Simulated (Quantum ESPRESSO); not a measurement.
# Computed records: LiAl$_{2}$In$_{2}$W$_{3}$ (simulated cell), LiAlInMoRu$_{4}$ (simulated cell)

All values are calculated (Quantum ESPRESSO 7.5). Calculation on a made-up metal alloy cell, not a measurement: no spin or spin-orbit, unrelaxed, 2900 K smearing, stress positive in tension, cell energy less fitted offsets; periodic Kohn-Sham density functional theory in plane waves with PseudoDojo standard norm-conserving scalar-relativistic pseudopotentials, each functional with its own files (v0.5 for PBE, v0.4.1 for LDA and PBEsol), eight atoms on drawn sites of a strained close-packed or body-centred lattice, each displaced and held fixed; the energy is the cell's free energy, ions and the entropy term -TS included, at the stated Fermi-Dirac width, less a fixed offset for each atom's element (shifted free energy); compositions with an open d shell lost a parallel starting moment in a cheaper test run, and other magnetic orders were not tried; an error bar is the largest change of its kind in a tighter rerun, never given below 0.002 eV, 0.02 GPa or 0.003 eV/angstrom, and covers cutoff and k-mesh only, not smearing or the files.

Settings shared by all entries: lattice type hexagonal close-packed; functional pbe; fermi dirac smearing 0.25 eV; electrons removed 0; k mesh 8 x 5 x 3 shifted half a step off Gamma on each axis.

Notes on all entries: a spin test at this wide smearing found no moment, but such smearing suppresses magnetism that the real alloy may have; lattice, volume and sites are drawn at random and may be unstable or far from any real phase; energies are for the whole cell, less offsets fitted to these runs, so they are not formation energies.

```json
{"entry": 1, "formula": "LiAl2In2W3", "kind": "simulated cell", "structure": {"cell_angstrom": [[2.9522, 0.0025, -0.0149], [0.0044, 5.0454, 0.0262], [-0.0471, 0.048, 9.5284]], "atoms_fractional": [["Al", -0.02958, 0.0057, 0.00431], ["W", 0.01867, 0.01333, 0.50253], ["W", 0.00199, 0.32221, 0.2501], ["W", 0.00786, 0.32966, 0.74402], ["Li", 0.49073, 0.49769, -0.0015], ["Al", 0.48073, 0.50443, 0.49516], ["In", 0.51102, 0.84585, 0.24987], ["In", 0.49666, 0.82693, 0.74718]]}, "settings": {"cutoff [eV]": 1007, "run_command": "pw.x -nk 1 -in in", "run_processor": "AMD EPYC, Zen 5, virtual cores", "atom_site": [1, 2, 3, 4, 5, 6, 7, 8], "atom_energy_offset [eV]": [-63.26, -2063.48, -2063.48, -2063.48, -195.67, -63.26, -1808.02, -1808.02]}, "results": {"entropy_term_negative_ts [eV]": -1.063, "pressure [GPa]": -3.54, "stress_xx [GPa]": 5.73, "stress_yy [GPa]": 1.93, "stress_zz [GPa]": 2.95, "stress_yz [GPa]": 0.55, "stress_xz [GPa]": -0.41, "stress_xy [GPa]": 0.03809, "force_site": [1, 2, 3, 4, 5, 6, 7, 8], "force_x [eV/angstrom]": [0.143, -0.242, 0.032, -0.194, 0.008, 0.204, -0.124, 0.173], "force_y [eV/angstrom]": [1.143, 1.139, 0.404, -0.823, -0.015, -0.291, -1.365, -0.193], "force_z [eV/angstrom]": [-0.457, -0.235, 1.171, -1.085, 0.017, 0.04, -0.349, 0.898], "shifted_free_energy [eV]": 0.821}, "notes": ["heavy elements are run without spin-orbit coupling, which real alloys of them have", "error bars: energy 0.0042 eV, stress 0.075 GPa, force 0.014 eV/Å, from a tighter rerun of this cell", "13 SCF iterations, 910 s of wall time on a shared machine"]}
{"entry": 2, "formula": "LiAl2In2W3", "kind": "simulated cell", "structure": {"cell_angstrom": [[2.9522, 0.0025, -0.0149], [0.0044, 5.0454, 0.0262], [-0.0471, 0.048, 9.5284]], "atoms_fractional": [["In", -0.02958, 0.0057, 0.00431], ["W", 0.01867, 0.01333, 0.50253], ["Li", 0.00199, 0.32221, 0.2501], ["Al", 0.00786, 0.32966, 0.74402], ["In", 0.49073, 0.49769, -0.0015], ["W", 0.48073, 0.50443, 0.49516], ["Al", 0.51102, 0.84585, 0.24987], ["W", 0.49666, 0.82693, 0.74718]]}, "settings": {"cutoff [eV]": 1007, "run_command": "pw.x -nk 1 -in in", "run_processor": "AMD EPYC, Zen 5, virtual cores", "atom_site": [1, 2, 3, 4, 5, 6, 7, 8], "atom_energy_offset [eV]": [-1808.02, -2063.48, -195.67, -63.26, -1808.02, -2063.48, -63.26, -2063.48]}, "results": {"entropy_term_negative_ts [eV]": -1.114, "pressure [GPa]": -3.12, "stress_xx [GPa]": 3.56, "stress_yy [GPa]": 3.03, "stress_zz [GPa]": 2.77, "stress_yz [GPa]": 1.2, "stress_xz [GPa]": -0.11, "stress_xy [GPa]": -0.26, "force_site": [1, 2, 3, 4, 5, 6, 7, 8], "force_x [eV/angstrom]": [0.252, 0.063, -0.033, -0.067, -0.068, 0.162, -0.081, -0.227], "force_y [eV/angstrom]": [-0.176, -0.294, 0.346, 0.325, 0.193, 0.364, -0.509, -0.25], "force_z [eV/angstrom]": [-0.261, -0.228, 0.043, -1.183, 0.488, 0.518, 1.677, -1.054], "shifted_free_energy [eV]": 0.254}, "notes": ["heavy elements are run without spin-orbit coupling, which real alloys of them have", "error bars: energy 0.0042 eV, stress 0.075 GPa, force 0.014 eV/Å, from a tighter rerun of a related cell, whose elements or sites may differ", "15 SCF iterations, 912 s of wall time on a shared machine"]}
{"entry": 3, "formula": "LiAl2In2W3", "kind": "simulated cell", "structure": {"cell_angstrom": [[2.9522, 0.0025, -0.0149], [0.0044, 5.0454, 0.0262], [-0.0471, 0.048, 9.5284]], "atoms_fractional": [["Al", -0.02958, 0.0057, 0.00431], ["Li", 0.01867, 0.01333, 0.50253], ["W", 0.00199, 0.32221, 0.2501], ["W", 0.00786, 0.32966, 0.74402], ["Al", 0.49073, 0.49769, -0.0015], ["In", 0.48073, 0.50443, 0.49516], ["In", 0.51102, 0.84585, 0.24987], ["W", 0.49666, 0.82693, 0.74718]]}, "settings": {"cutoff [eV]": 1007, "run_command": "pw.x -nk 1 -in in", "run_processor": "AMD EPYC, Zen 5, virtual cores", "atom_site": [1, 2, 3, 4, 5, 6, 7, 8], "atom_energy_offset [eV]": [-63.26, -195.67, -2063.48, -2063.48, -63.26, -1808.02, -1808.02, -2063.48]}, "results": {"entropy_term_negative_ts [eV]": -1.016, "pressure [GPa]": -5.24, "stress_xx [GPa]": 6.45, "stress_yy [GPa]": 5.35, "stress_zz [GPa]": 3.92, "stress_yz [GPa]": 1.94, "stress_xz [GPa]": -0.3, "stress_xy [GPa]": -0.06799, "force_site": [1, 2, 3, 4, 5, 6, 7, 8], "force_x [eV/angstrom]": [0.189, -0.111, -0.082, -0.107, -0.02, 0.224, -0.114, 0.021], "force_y [eV/angstrom]": [0.287, -0.091, 0.854, -0.436, -0.192, -0.455, -0.466, 0.499], "force_z [eV/angstrom]": [-1.611, 0.118, -1.897, 1.448, -0.37, 0.657, 0.342, 1.314], "shifted_free_energy [eV]": 0.145}, "notes": ["heavy elements are run without spin-orbit coupling, which real alloys of them have", "error bars: energy 0.0042 eV, stress 0.075 GPa, force 0.014 eV/Å, from a tighter rerun of a related cell, whose elements or sites may differ", "15 SCF iterations, 902 s of wall time on a shared machine"]}
{"entry": 4, "formula": "LiAl2In2W3", "kind": "simulated cell", "structure": {"cell_angstrom": [[2.9522, 0.0025, -0.0149], [0.0044, 5.0454, 0.0262], [-0.0471, 0.048, 9.5284]], "atoms_fractional": [["Li", -0.02958, 0.0057, 0.00431], ["W", 0.01867, 0.01333, 0.50253], ["In", 0.00199, 0.32221, 0.2501], ["Al", 0.00786, 0.32966, 0.74402], ["W", 0.49073, 0.49769, -0.0015], ["W", 0.48073, 0.50443, 0.49516], ["In", 0.51102, 0.84585, 0.24987], ["Al", 0.49666, 0.82693, 0.74718]]}, "settings": {"cutoff [eV]": 1007, "run_command": "pw.x -nk 1 -in in", "run_processor": "AMD EPYC, Zen 5, virtual cores", "atom_site": [1, 2, 3, 4, 5, 6, 7, 8], "atom_energy_offset [eV]": [-195.67, -2063.48, -1808.02, -63.26, -2063.48, -2063.48, -1808.02, -63.26]}, "results": {"entropy_term_negative_ts [eV]": -0.996, "pressure [GPa]": -3.4, "stress_xx [GPa]": 4.21, "stress_yy [GPa]": -2.12, "stress_zz [GPa]": 8.09, "stress_yz [GPa]": 0.68, "stress_xz [GPa]": -0.5, "stress_xy [GPa]": -0.001252, "force_site": [1, 2, 3, 4, 5, 6, 7, 8], "force_x [eV/angstrom]": [0.124, -0.187, -0.061, -0.076, 0.016, 0.226, -0.081, 0.039], "force_y [eV/angstrom]": [-0.3, -0.599, 1.092, 0.311, 0.489, 0.28, -1.051, -0.222], "force_z [eV/angstrom]": [-0.469, 1.246, -0.762, 0.374, -1.381, 1.634, -0.613, -0.029], "shifted_free_energy [eV]": 0.492}, "notes": ["heavy elements are run without spin-orbit coupling, which real alloys of them have", "error bars: energy 0.0042 eV, stress 0.075 GPa, force 0.014 eV/Å, from a tighter rerun of a related cell, whose elements or sites may differ", "15 SCF iterations, 1007 s of wall time on a shared machine"]}
{"entry": 5, "formula": "LiAl2In2W3", "kind": "simulated cell", "structure": {"cell_angstrom": [[2.9522, 0.0025, -0.0149], [0.0044, 5.0454, 0.0262], [-0.0471, 0.048, 9.5284]], "atoms_fractional": [["Li", -0.02958, 0.0057, 0.00431], ["W", 0.01867, 0.01333, 0.50253], ["W", 0.00199, 0.32221, 0.2501], ["In", 0.00786, 0.32966, 0.74402], ["In", 0.49073, 0.49769, -0.0015], ["Al", 0.48073, 0.50443, 0.49516], ["W", 0.51102, 0.84585, 0.24987], ["Al", 0.49666, 0.82693, 0.74718]]}, "settings": {"cutoff [eV]": 1007, "run_command": "pw.x -nk 1 -in in", "run_processor": "AMD EPYC, Zen 5, virtual cores", "atom_site": [1, 2, 3, 4, 5, 6, 7, 8], "atom_energy_offset [eV]": [-195.67, -2063.48, -2063.48, -1808.02, -1808.02, -63.26, -2063.48, -63.26]}, "results": {"entropy_term_negative_ts [eV]": -1.094, "pressure [GPa]": -3.42, "stress_xx [GPa]": 3.31, "stress_yy [GPa]": 6.16, "stress_zz [GPa]": 0.78, "stress_yz [GPa]": -1.81, "stress_xz [GPa]": -0.43, "stress_xy [GPa]": -0.23, "force_site": [1, 2, 3, 4, 5, 6, 7, 8], "force_x [eV/angstrom]": [0.129, -0.2, -0.015, -0.091, 0.01, 0.206, -0.11, 0.072], "force_y [eV/angstrom]": [-0.197, -0.417, -0.116, -0.196, 0.514, 0.244, -0.166, 0.334], "force_z [eV/angstrom]": [-0.21, -0.945, 0.879, 0.126, 0.697, -1.16, 1.208, -0.594], "shifted_free_energy [eV]": 0.115}, "notes": ["heavy elements are run without spin-orbit coupling, which real alloys of them have", "error bars: energy 0.0042 eV, stress 0.075 GPa, force 0.014 eV/Å, from a tighter rerun of a related cell, whose elements or sites may differ", "13 SCF iterations, 825 s of wall time on a shared machine"]}
{"entry": 6, "formula": "LiAl2In2W3", "kind": "simulated cell", "structure": {"cell_angstrom": [[2.9522, 0.0025, -0.0149], [0.0044, 5.0454, 0.0262], [-0.0471, 0.048, 9.5284]], "atoms_fractional": [["Al", -0.02958, 0.0057, 0.00431], ["W", 0.01867, 0.01333, 0.50253], ["In", 0.00199, 0.32221, 0.2501], ["In", 0.00786, 0.32966, 0.74402], ["Li", 0.49073, 0.49769, -0.0015], ["W", 0.48073, 0.50443, 0.49516], ["Al", 0.51102, 0.84585, 0.24987], ["W", 0.49666, 0.82693, 0.74718]]}, "settings": {"cutoff [eV]": 1007, "run_command": "pw.x -nk 1 -in in", "run_processor": "AMD EPYC, Zen 5, virtual cores", "atom_site": [1, 2, 3, 4, 5, 6, 7, 8], "atom_energy_offset [eV]": [-63.26, -2063.48, -1808.02, -1808.02, -195.67, -2063.48, -63.26, -2063.48]}, "results": {"entropy_term_negative_ts [eV]": -1.049, "pressure [GPa]": -2.29, "stress_xx [GPa]": 3.73, "stress_yy [GPa]": -0.34, "stress_zz [GPa]": 3.48, "stress_yz [GPa]": 2.14, "stress_xz [GPa]": -0.0906, "stress_xy [GPa]": -0.11, "force_site": [1, 2, 3, 4, 5, 6, 7, 8], "force_x [eV/angstrom]": [0.136, -0.003, -0.068, -0.144, -0.021, 0.33, -0.093, -0.138], "force_y [eV/angstrom]": [-0.735, -1.204, 0.971, 0.469, 0.19, 1.036, -0.828, 0.101], "force_z [eV/angstrom]": [-0.619, -0.147, -0.694, 0.799, 0.14, 0.176, 0.892, -0.547], "shifted_free_energy [eV]": 0.081}, "notes": ["heavy elements are run without spin-orbit coupling, which real alloys of them have", "error bars: energy 0.0042 eV, stress 0.075 GPa, force 0.014 eV/Å, from a tighter rerun of a related cell, whose elements or sites may differ", "13 SCF iterations, 871 s of wall time on a shared machine"]}
{"entry": 7, "formula": "LiAlInMoRu4", "kind": "simulated cell", "structure": {"cell_angstrom": [[2.7825, -0.0011, 0.0376], [-0.0019, 4.9714, 0.0298], [0.1255, 0.0574, 9.5795]], "atoms_fractional": [["Ru", -0.00218, 0.00877, -0.00726], ["In", 0.00886, 0.01858, 0.50428], ["Ru", -0.02187, 0.31733, 0.25305], ["Li", 0.01609, 0.33069, 0.74396], ["Al", 0.48986, 0.51757, -0.00513], ["Ru", 0.4725, 0.48491, 0.49545], ["Mo", 0.542, 0.85167, 0.24534], ["Ru", 0.50537, 0.84068, 0.74177]]}, "settings": {"cutoff [eV]": 1143, "run_command": "mpirun -np 4 pw.x -nk 4 -in in", "run_processor": "Intel Xeon, 2023 or later, virtual cores", "atom_site": [1, 2, 3, 4, 5, 6, 7, 8], "atom_energy_offset [eV]": [-2750.51, -1808.02, -2750.51, -195.67, -63.26, -2750.51, -1911.95, -2750.51]}, "results": {"entropy_term_negative_ts [eV]": -1.821, "pressure [GPa]": -11.81, "stress_xx [GPa]": 4.82, "stress_yy [GPa]": 14.39, "stress_zz [GPa]": 16.23, "stress_yz [GPa]": -0.77, "stress_xz [GPa]": 0.69, "stress_xy [GPa]": -0.65, "force_site": [1, 2, 3, 4, 5, 6, 7, 8], "force_x [eV/angstrom]": [-0.01, -0.183, 0.117, -0.099, 0.019, 0.31, -0.133, -0.022], "force_y [eV/angstrom]": [-0.208, -1.245, 0.809, 0.257, -0.27, 1.973, -0.689, -0.627], "force_z [eV/angstrom]": [-0.01, 0.241, -0.214, 0.207, 0.504, -1.028, -1.06, 1.359], "shifted_free_energy [eV]": 0.241}, "notes": ["error bars: energy 0.0059 eV, stress 0.034 GPa, force 0.0084 eV/Å, from a tighter rerun of a related cell, whose elements or sites may differ", "17 SCF iterations, 211 s of wall time on a shared machine"]}
{"entry": 8, "formula": "LiAlInMoRu4", "kind": "simulated cell", "structure": {"cell_angstrom": [[2.7825, -0.0011, 0.0376], [-0.0019, 4.9714, 0.0298], [0.1255, 0.0574, 9.5795]], "atoms_fractional": [["Ru", -0.00218, 0.00877, -0.00726], ["Li", 0.00886, 0.01858, 0.50428], ["Al", -0.02187, 0.31733, 0.25305], ["Ru", 0.01609, 0.33069, 0.74396], ["Mo", 0.48986, 0.51757, -0.00513], ["Ru", 0.4725, 0.48491, 0.49545], ["Ru", 0.542, 0.85167, 0.24534], ["In", 0.50537, 0.84068, 0.74177]]}, "settings": {"cutoff [eV]": 1143, "run_command": "mpirun -np 4 pw.x -nk 4 -in in", "run_processor": "Intel Xeon, 2023 or later, virtual cores", "atom_site": [1, 2, 3, 4, 5, 6, 7, 8], "atom_energy_offset [eV]": [-2750.51, -195.67, -63.26, -2750.51, -1911.95, -2750.51, -2750.51, -1808.02]}, "results": {"entropy_term_negative_ts [eV]": -1.873, "pressure [GPa]": -13.25, "stress_xx [GPa]": 6.47, "stress_yy [GPa]": 15.02, "stress_zz [GPa]": 18.27, "stress_yz [GPa]": 1.81, "stress_xz [GPa]": 1.54, "stress_xy [GPa]": -0.94, "force_site": [1, 2, 3, 4, 5, 6, 7, 8], "force_x [eV/angstrom]": [0.331, -0.046, 0.215, -0.311, -0.006, 0.356, -0.594, 0.055], "force_y [eV/angstrom]": [0.139, -0.344, 0.515, 0.61, -0.254, 0.422, -0.906, -0.182], "force_z [eV/angstrom]": [1.151, -0.525, 0.051, 0.086, 0.301, -0.192, -0.774, -0.098], "shifted_free_energy [eV]": 0.013}, "notes": ["error bars: energy 0.0059 eV, stress 0.034 GPa, force 0.0084 eV/Å, from a tighter rerun of a related cell, whose elements or sites may differ", "19 SCF iterations, 273 s of wall time on a shared machine"]}
{"entry": 9, "formula": "LiAlInMoRu4", "kind": "simulated cell", "structure": {"cell_angstrom": [[2.7825, -0.0011, 0.0376], [-0.0019, 4.9714, 0.0298], [0.1255, 0.0574, 9.5795]], "atoms_fractional": [["In", -0.00218, 0.00877, -0.00726], ["Ru", 0.00886, 0.01858, 0.50428], ["Ru", -0.02187, 0.31733, 0.25305], ["Ru", 0.01609, 0.33069, 0.74396], ["Al", 0.48986, 0.51757, -0.00513], ["Ru", 0.4725, 0.48491, 0.49545], ["Mo", 0.542, 0.85167, 0.24534], ["Li", 0.50537, 0.84068, 0.74177]]}, "settings": {"cutoff [eV]": 1143, "run_command": "mpirun -np 4 pw.x -nk 4 -in in", "run_processor": "Intel Xeon, 2023 or later, virtual cores", "atom_site": [1, 2, 3, 4, 5, 6, 7, 8], "atom_energy_offset [eV]": [-1808.02, -2750.51, -2750.51, -2750.51, -63.26, -2750.51, -1911.95, -195.67]}, "results": {"entropy_term_negative_ts [eV]": -1.765, "pressure [GPa]": -11.94, "stress_xx [GPa]": 5.51, "stress_yy [GPa]": 8.19, "stress_zz [GPa]": 22.14, "stress_yz [GPa]": 1.36, "stress_xz [GPa]": 1.38, "stress_xy [GPa]": -1.23, "force_site": [1, 2, 3, 4, 5, 6, 7, 8], "force_x [eV/angstrom]": [0.192, -0.151, 0.225, -0.232, 0.044, 0.395, -0.495, 0.022], "force_y [eV/angstrom]": [0.564, -0.127, 0.912, 0.4, -0.793, 0.28, -1.048, -0.188], "force_z [eV/angstrom]": [-0.605, -1.335, 0.723, -0.121, 0.096, -0.542, 2.141, -0.357], "shifted_free_energy [eV]": 0.634}, "notes": ["error bars: energy 0.0059 eV, stress 0.034 GPa, force 0.0084 eV/Å, from a tighter rerun of a related cell, whose elements or sites may differ", "18 SCF iterations, 315 s of wall time on a shared machine"]}
{"entry": 10, "formula": "LiAlInMoRu4", "kind": "simulated cell", "structure": {"cell_angstrom": [[2.7825, -0.0011, 0.0376], [-0.0019, 4.9714, 0.0298], [0.1255, 0.0574, 9.5795]], "atoms_fractional": [["Li", -0.00218, 0.00877, -0.00726], ["Al", 0.00886, 0.01858, 0.50428], ["Mo", -0.02187, 0.31733, 0.25305], ["In", 0.01609, 0.33069, 0.74396], ["Ru", 0.48986, 0.51757, -0.00513], ["Ru", 0.4725, 0.48491, 0.49545], ["Ru", 0.542, 0.85167, 0.24534], ["Ru", 0.50537, 0.84068, 0.74177]]}, "settings": {"cutoff [eV]": 1143, "run_command": "mpirun -np 4 pw.x -nk 4 -in in", "run_processor": "Intel Xeon, 2023 or later, virtual cores", "atom_site": [1, 2, 3, 4, 5, 6, 7, 8], "atom_energy_offset [eV]": [-195.67, -63.26, -1911.95, -1808.02, -2750.51, -2750.51, -2750.51, -2750.51]}, "results": {"entropy_term_negative_ts [eV]": -1.952, "pressure [GPa]": -12.11, "stress_xx [GPa]": 6.3, "stress_yy [GPa]": 13.99, "stress_zz [GPa]": 16.04, "stress_yz [GPa]": -0.98, "stress_xz [GPa]": 0.72, "stress_xy [GPa]": 0.007271, "force_site": [1, 2, 3, 4, 5, 6, 7, 8], "force_x [eV/angstrom]": [0.029, -0.046, -0.037, -0.267, 0.102, 0.332, -0.13, 0.017], "force_y [eV/angstrom]": [-0.103, -1.207, 0.613, 0.667, 0.332, 0.579, -0.367, -0.514], "force_z [eV/angstrom]": [0.098, -0.53, -0.503, 1.032, 1.124, -1.255, 0.468, -0.435], "shifted_free_energy [eV]": 0.27}, "notes": ["error bars: energy 0.0059 eV, stress 0.034 GPa, force 0.0084 eV/Å, from a tighter rerun of a related cell, whose elements or sites may differ", "19 SCF iterations, 288 s of wall time on a shared machine"]}
```
